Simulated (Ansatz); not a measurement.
CdTe:
```cif
data_CdTe
_chemical_formula_sum 'Te1 Cd1'
_space_group_name_H-M_alt 'P 1'
_space_group_IT_number 1
_cell_length_a 4.63708
_cell_length_b 4.63708
_cell_length_c 4.63708
_cell_angle_alpha 60.000
_cell_angle_beta 60.000
_cell_angle_gamma 60.000
loop_
_space_group_symop_operation_xyz
  'x, y, z'
loop_
_atom_site_label
_atom_site_type_symbol
_atom_site_fract_x
_atom_site_fract_y
_atom_site_fract_z
_atom_site_occupancy
Te1 Te 0.75000 0.75000 0.75000 1
Cd1 Cd 0.00000 0.00000 0.00000 1
```

Relaxed with r²SCAN.

**Question.** Decompose the optical modes at the zone centre into irreducible representations, and say which are infrared and Raman allowed.

**Answer.** Point group -43m: Γ_opt = T2. Infrared: T2. Raman: T2.

**Question.** Assign frequencies (DFPT, r²SCAN in the plane-wave PAW code Ansatz; without the LO–TO term).

**Answer.** T2 136 cm⁻¹.

Space group F-43m (zinc blende). The r²SCAN relaxation kept the symmetry of its start; of distortions, only those at the zone centre were tested. Spin–orbit coupling is left out wherever it is not named.

Potentials: the later of the program's two PAW sets.
